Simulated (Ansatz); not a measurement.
The guess for ScPdC₄N₄ was made by a generator: two interpenetrating cyanide-bridged diamond nets (P-43m, No. 215). The dimensions are guesses.

```cif
data_structure
_symmetry_space_group_name_H-M 'P 1'
_symmetry_Int_Tables_number 1
_cell_length_a 6.0368
_cell_length_b 6.0368
_cell_length_c 6.0368
_cell_angle_alpha 90.000
_cell_angle_beta 90.000
_cell_angle_gamma 90.000
_cell_volume 220.00
loop_
_atom_site_label
_atom_site_type_symbol
_atom_site_fract_x
_atom_site_fract_y
_atom_site_fract_z
_atom_site_occupancy
Sc1 Sc 0.50000 0.50000 0.50000 1
Pd1 Pd 0.00000 0.00000 0.00000 1
C1 C 0.18535 0.18535 0.18535 1
C2 C 0.18535 0.81465 0.81465 1
C3 C 0.81465 0.18535 0.81465 1
C4 C 0.81465 0.81465 0.18535 1
N1 N 0.29725 0.29725 0.29725 1
N2 N 0.29725 0.70275 0.70275 1
N3 N 0.70275 0.29725 0.70275 1
N4 N 0.70275 0.70275 0.29725 1
```

These are results of DFT PBE, scalar-relativistic, plane waves, PAW (Ansatz), not measurements. Cutoff 420 eV, Gaussian smearing, Γ-centred meshes. Cell and atoms relax first on a coarse mesh and then on a finer one. In between, the cell is made exact in the group found at 0.06 Å. In metals the finer mesh still leaves noise of several meV/atom or more. The steps can't lower the symmetry of their start. Collinear spin is switched on along the way, since trial moments persisted in a coarse test.

A guess keeps its type if space group and coordination stay and the shape of the cell changes little (axis ratios within about 15 %, angles within 6°); the volume may change.

Q: Does it keep its structure type, or change into something else?

A: It keeps its type. The symmetry stays P-43m (No. 215). The volume per atom grows by 3.7 %, from 22.0 to 22.8 Å³. The shortest distance goes from 1.17 Å (C–N) to 1.18 Å (C–N). Counting neighbours within 15 % of an atom's shortest distance, the start has C 1, N 1, Pd 4, Sc 4 and the end C 1, N 1, Pd 4, Sc 4.

The zero of energy is the elements' standard structures at the same level (N₂ as a molecule); no fitted shifts are applied.

Q: At what energy does it end?

A: +0.14 eV/atom. The separate elements lie lower, so it is unstable against them.

The last run used collinear spin, a 6×6×6 mesh for its 10-atom cell and Gaussian smearing of 0.10 eV. The reference form of C is held partly by dispersion forces, which this level lacks. Another magnetic order may lie lower. A structure relaxed within its symmetry needn't be a true minimum.
